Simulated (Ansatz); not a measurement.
Ga:
```yaml
crystal:
  lattice:
    - [2.29089, -3.87147, 0.00000]
    - [2.29089, 3.87147, 0.00000]
    - [0.00000, 0.00000, 4.58285]
  atoms:
    - { symbol: Ga, position: [0.65631, 0.34369, 0.41761] }
    - { symbol: Ga, position: [0.34369, 0.65631, 0.58239] }
    - { symbol: Ga, position: [0.84369, 0.15631, 0.91761] }
    - { symbol: Ga, position: [0.15631, 0.84369, 0.08239] }
```

Relaxed with PBE. Special points in fractions of this cell's reciprocal vectors: Γ (0.000, 0.000, 0.000); Y (-0.500, 0.500, 0.000); C0 (-0.338, 0.662, 0.000); Σ0 (0.338, 0.338, 0.000); Z (0.000, 0.000, 0.500); A0 (0.338, 0.338, 0.500); E0 (-0.338, 0.662, 0.500); T (-0.500, 0.500, 0.500); S (0.000, 0.500, 0.000); R (0.000, 0.500, 0.500).

Question: List the band energies nearest the Fermi level at these points for DFT-PBE with spin–orbit coupling in the program Ansatz with PAW potentials.

Answer: In eV from the Fermi level; about four levels below and three above (degenerate sets whole), none deeper than 8.9 eV; points with the same levels are listed once.

| k | below | above |
|---|---|---|
| Γ | -1.71 -1.71 -0.70 -0.70 | 0.84 0.84 0.87 0.87 |
| Y | -1.83 -1.83 -1.52 -1.52 | 1.06 1.06 1.23 1.23 |
| C0 | -0.26 -0.26 -0.23 -0.23 | 0.90 0.90 2.01 2.01 |
| Z | -0.06 -0.06 -0.06 -0.06 | 0.06 0.06 0.06 0.06 |
| A0 | -3.48 -3.48 -3.48 -3.48 | 3.87 3.87 3.91 3.91 |
| T | -0.99 -0.99 -0.99 -0.99 | 6.39 6.39 6.39 6.39 |
| S | -1.33 -1.33 -1.33 -1.33 | 0.68 0.68 0.68 0.68 |
| R | -1.49 -1.49 -1.49 -1.49 | 0.47 0.47 0.49 0.49 |

Space group Cmce (α-Ga). The PBE relaxation kept the symmetry of its start.

Potentials: the earlier of the program's two PAW sets.
